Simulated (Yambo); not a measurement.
```xyz
4
Lattice="3.0735 0.0000 0.0000 -1.5368 2.6617 0.0000 0.0000 0.0000 5.0453" Properties=species:S:1:pos:R:3 pbc="T T T"
C      0.0000     1.7745     4.4166
C      1.5368     0.8872     1.8940
Si     0.0000     1.7745     2.5206
Si     1.5368     0.8872     5.0432
```

Response from Yambo on norm-conserving PBE (Quantum ESPRESSO, 82 Ry, without SOC) bands: 15×15×8 mesh, 31 bands, 4 Ry local-field block, 0.2 eV broadening.

Task: Give the static electronic dielectric constant without and with local fields along each axis.

Result: 
```
field along  ε(0), independent particles  ε(0), RPA with local fields  refractive index √ε
-----------  ---------------------------  ---------------------------  -------------------
x                                   7.10                         6.62                 2.57
z                                   7.46                         7.07                 2.66
```
Electronic (clamped-ion) response only. PBE gaps are usually too small, which raises these values. Convergence of the RPA response with its 15×15×8 mesh was not tested. x, y and z are Cartesian axes of the cell as given.

Geometry of the Materials Project entry, not relaxed at this level.
